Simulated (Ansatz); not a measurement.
Al₂Si₂O₇: 17O NMR of the central transition

Cell: a computed structure from the Materials Project (it need not be an observed phase), taken as it stands.

```cif
data_Al2Si2O7
_symmetry_space_group_name_H-M 'C2/c'
_symmetry_Int_Tables_number 15
_cell_length_a 6.8987
_cell_length_b 7.6520
_cell_length_c 9.3952
_cell_angle_alpha 90.000
_cell_angle_beta 111.471
_cell_angle_gamma 90.000
loop_
_atom_site_label
_atom_site_type_symbol
_atom_site_symmetry_multiplicity
_atom_site_Wyckoff_symbol
_atom_site_fract_x
_atom_site_fract_y
_atom_site_fract_z
Al Al 8 f 0.6757 0.0743 0.9786
Si Si 8 f 0.2607 0.7470 0.7046
O9 O 8 f 0.7866 0.9214 0.8943
O10 O 8 f 0.6076 0.0899 0.6053
O11 O 4 e 0.5000 0.3172 0.2500
O13 O 8 f 0.7185 0.2686 0.8661
```

One atom of each set is listed; the run and its k-mesh use a cell of 22 atoms with edges of 5.15, 5.15, 9.40 Å.

Computed with Ansatz: DFT, PBE, plane waves and PAW (field gradients read without the response of the frozen cores, which leaves them typically 4 to 6 % off), scalar-relativistic, 420 eV cutoff, Γ-centred 5×5×3 k-points, Fermi–Dirac smearing 0.02 eV.

17O has I = 5/2 and Q = -25.58 mb (Pyykkö 2018); at 21.1 T its Larmor frequency is ν₀ = 121.8 MHz. Only the quadrupole interaction is simulated: positions count from each site's isotropic chemical shift, and J coupling is left out, as are shift anisotropy and dipolar coupling, which fast spinning averages.

Problem. Give C_Q, η, the quadrupolar product P_Q = |C_Q|(1 + η²/3)^½, the second-order isotropic shift and the breadth of the pattern (fast magic-angle spinning) for each O site.

Solution. 

| site | first shell | C_Q (MHz) | η | P_Q (MHz) | δ_QIS (ppm) | breadth (kHz) |
| --- | --- | --- | --- | --- | --- | --- |
| O9 | 1 Si at 1.59 Å, 1 Al at 1.74 Å, angle 143° | -4.77 | 0.30 | 4.84 | -9.47 | 2.65 |
| O10 | 1 Si at 1.65 Å, 2 Al at 1.82–1.90 Å | 4.08 | 0.91 | 4.61 | -8.58 | 2.33 |
| O11 | 2 Si at 1.62 Å, angle 145°; also 2 Al at 3.35 Å | -6.00 | 0.24 | 6.06 | -14.8 | 4.11 |
| O13 | 1 Si at 1.65 Å, 2 Al at 1.82–1.91 Å | -3.78 | 0.95 | 4.31 | -7.52 | 2.03 |

δ_QIS = −(ν_Q²/30ν₀²)[I(I+1) − 3/4](1 + η²/3) × 10⁶ ppm with ν_Q = 3|C_Q|/[2I(2I−1)]; it falls as 1/B₀² in ppm, and the breadth as 1/B₀ in kHz.

At O9 and O11 V_zz runs parallel to the line that joins its two neighbours (within 7°) in each case.

At this cell the PBE pressure is 7 GPa, so with PBE the cell would grow if it were relaxed. The entry's cell may itself be off. The largest force is 0.3 eV/Å, so the atoms aren't at the calculated equilibrium and relaxing them would move these values.

The run took 25 s of wall time (25 s of CPU time) and 0.68 GiB at its peak, on 1 thread of Intel Xeon Platinum 8488C (Sapphire Rapids) (x86_64; 16 cores open to the job, memory cap 3.0 GiB, no GPU), a shared host with a load of 0.1 a core.
